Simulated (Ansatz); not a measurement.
Relaxed-ion elastic tensor of AlRu2C in space group P6_3/mmc (No. 194; Al on 2d, Ru on 4f, C on 2a) in GPa (Voigt order), plane-wave PAW r²SCAN (Ansatz code); density 8.36 g/cm³, 11.98 Å³ per atom.

```
 304   151   192   0.0   0.0   0.0
 151   304   192   0.0   0.0   0.0
 192   192   455   0.0   0.0   0.0
 0.0   0.0   0.0  70.2   0.0   0.0
 0.0   0.0   0.0   0.0  70.2   0.0
 0.0   0.0   0.0   0.0   0.0  76.3
```

Is the crystal mechanically stable?

Yes: the smallest eigenvalue of C is 70.2 GPa.

Work out the Voigt, Reuss and Hill averages.

K_V = 237, K_R = 223, K_H = 230; G_V = 78.5, G_R = 76.5, G_H = 77.5 GPa.

Give Young's modulus, Poisson's ratio, Pugh's ratio and the universal anisotropy index.

E = 9KG/(3K + G) = 209 GPa; ν = 0.35; K/G = 2.97 (ductile by the Pugh limit of 1.75); A_U = 5G_V/G_R + K_V/K_R − 6 = 0.19.

Estimate the sound speeds and the Debye temperature.

v_l = √((K + 4G/3)/ρ) = 6320 m/s, v_t = √(G/ρ) = 3040 m/s, mean 3420 m/s; Θ = (h/k)(3n/4πV)^(1/3) v_m = 445 K.

How much does each axis shrink under pressure?

Linear compressibilities β_i = Σ_j S_ij (j = 1 to 3): x 2.0, y 2.0, z 0.54 per TPa.

The start of the workflow was typed in or built on a structure type; neither database checked (COD, Materials Project) lists it. Whether it is the stable phase at ambient conditions was not checked. The cell was relaxed with r²SCAN under the symmetry of its start; its stability against distortions is not shown here. The run is not spin-polarised. As this level gives no gap, shear constants depend on the k-mesh and smearing (Fermi–Dirac, 0.1 eV here). On the denser mesh and wider smearing of the elastic run this cell carries a stress of 0.3 GPa.

Potentials: the later of the program's two PAW sets.
